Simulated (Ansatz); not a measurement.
Space group P-62m (No. 189). a = 6.408 Å, b = 6.408 Å, c = 3.775 Å, α = 90.00°, β = 90.00°, γ = 120.00°
```
atom site symmetry x y z
  Zr    3f m2m  0.4159  0.4159  0.0000
   P    2d      -6..  0.6667  0.3333  0.5000
   P    1a      -62m  0.0000  0.0000  0.0000
  Ru    3g m2m  0.7558  0.7558  0.5000
```

Equation of state of this ZrPRu structure (not necessarily the ground state), with shape and atoms relaxed at each volume where symmetry leaves them free. It has no gap at any of these volumes. These are results of Ansatz 0.2.0, DFT PBEsol, scalar-relativistic, plane waves, PAW, not measurements.

Settings: cutoff 420 eV, Γ-centred mesh 6×6×10 on the computed 9-atom cell, Gaussian smearing of 0.10 eV; no spin polarisation.

| V (Å³/atom) | E − E(largest V) (meV/atom) | P (GPa) |
| --- | --- | --- |
| 13.125 | 103.90 | 38.87 |
| 13.572 | 12.88 | 26.65 |
| 14.020 | -46.66 | 16.28 |
| 14.467 | -79.47 | 7.47 |
| 14.914 | -89.58 | 0.00 |
| 15.362 | -80.45 | -6.34 |
| 15.809 | -55.01 | -11.71 |
| 16.406 | 0.00 | -17.59 |

Q: Fit a third-order Birch–Murnaghan equation to E(V).

A: V0 = 14.91 Å³/atom, B0 = 229 GPa, B0' = 4.5.